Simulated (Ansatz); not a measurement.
A relaxed cell of Ge₄Pd is given with its symmetry left out. The cell was found from a structure generator's guess, not taken from experiment.

Computed with DFT PBE, scalar-relativistic, plane waves, PAW in Ansatz. Cutoff 420 eV, Γ-centred mesh, Gaussian smearing, no spin polarisation.

```
Ge Pd
1.0
     4.61419    0.00000    0.00000
    -2.30710    3.99601    0.00000
     0.00000    0.00000    5.43866
Ge Pd
4 1
Direct
  0.33333 0.66667 0.50000
  0.66667 0.33333 0.50000
  0.33333 0.66667 0.00000
  0.66667 0.33333 0.00000
  0.00000 0.00000 0.50000
```

Energies over the elements count from the elements' standard structures at the same level, with no fitted energy shifts.

Task: Find its symmetry and describe it.

Result: P6/mmm (No. 191). Conventional cell: a = 4.614 Å, c = 5.439 Å. Around Ge on its first site lie 3 Pd at 2.66 Å and 5 Ge at 2.66–2.72 Å; around Ge on its second site lie 5 Ge at 2.66–2.72 Å; around Pd lie 6 Ge at 2.66 Å.

Task: How far does it lie from the elements in energy?

Result: +0.13 eV/atom. The separate elements lie lower, so it is unstable against them.

Task: Is it a metal?

Result: Yes, bands cross the Fermi level on the 12×12×8 mesh.

The last run used a 12×12×8 mesh (in the run's order of axes) for its 5-atom cell and Gaussian smearing of 0.10 eV. A structure relaxed within its symmetry needn't be a true minimum. Another cell of Ge4Pd relaxed alike, in P4/mmm, lies 113 meV/atom lower, so this cell isn't the stable form at this level.
